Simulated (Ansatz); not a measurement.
A relaxed structure of LiF is spoiled in several ways and relaxed again each time (noise and exchanges are one random draw each; pressure is positive under compression). These are PBE (plane waves to 420 eV, PAW, scalar-relativistic; Ansatz, an electronic-structure program) values and carry that method's errors.

Space group Fm-3m (No. 225); a = 4.0679 Å, b = 4.0679 Å, c = 4.0679 Å, α = 90.00°, β = 90.00°, γ = 90.00°

| atom | site | symmetry | x | y | z |
|---|---|---|---|---|---|
| F | 4a | m-3m | 0.0000 | 0.0000 | 0.0000 |
| Li | 4b | m-3m | 0.5000 | 0.5000 | 0.5000 |
(The calculation used a cell of 2 atoms; values per cell refer to that cell.)

```
change                                                                                                         first pressure (GPa)  first V (Å³/atom)  released (eV/atom)  moves                outcome  final group  E − E(parent) (eV/atom)
-------------------------------------------------------------------------------------------------------------  --------------------  -----------------  ------------------  -----  ---------------------  -----------  -----------------------
with every coordinate shifted by Gaussian noise of σ = 0.2 Å                                                                    1.6               8.41               0.016      4  returns to the parent        Fm-3m                    0.000
deformed by the Cartesian strain tensor (xx, yy, zz, yz, xz, xy) = (0.086, 0.089, 0.089, 0.069, 0.062, 0.018)                     …              10.76                   …      8                      …            …                        …
doubled along one cell vector, shaken by Gaussian noise of σ = 0.08 Å a coordinate                                              1.1               8.41               0.022      3  returns to the parent        Fm-3m                    0.000
```

Task: What belongs in the gaps?

Result: 
- deformed by the Cartesian strain tensor (xx, yy, zz, yz, xz, xy) = (0.086, 0.089, 0.089, 0.069, 0.062, 0.018), first pressure (GPa): -9.8
- deformed by the Cartesian strain tensor (xx, yy, zz, yz, xz, xy) = (0.086, 0.089, 0.089, 0.069, 0.062, 0.018), released (eV/atom): 0.14
- deformed by the Cartesian strain tensor (xx, yy, zz, yz, xz, xy) = (0.086, 0.089, 0.089, 0.069, 0.062, 0.018), outcome: returns to the parent
- deformed by the Cartesian strain tensor (xx, yy, zz, yz, xz, xy) = (0.086, 0.089, 0.089, 0.069, 0.062, 0.018), final group: Fm-3m
- deformed by the Cartesian strain tensor (xx, yy, zz, yz, xz, xy) = (0.086, 0.089, 0.089, 0.069, 0.062, 0.018), E − E(parent) (eV/atom): 0.000

First-step values come from each run's starting, coarser k-mesh (10×10×10, 9×9×10, 10×5×10). The runs use different k-meshes, so differences are rounded accordingly. No spin polarisation in the result.
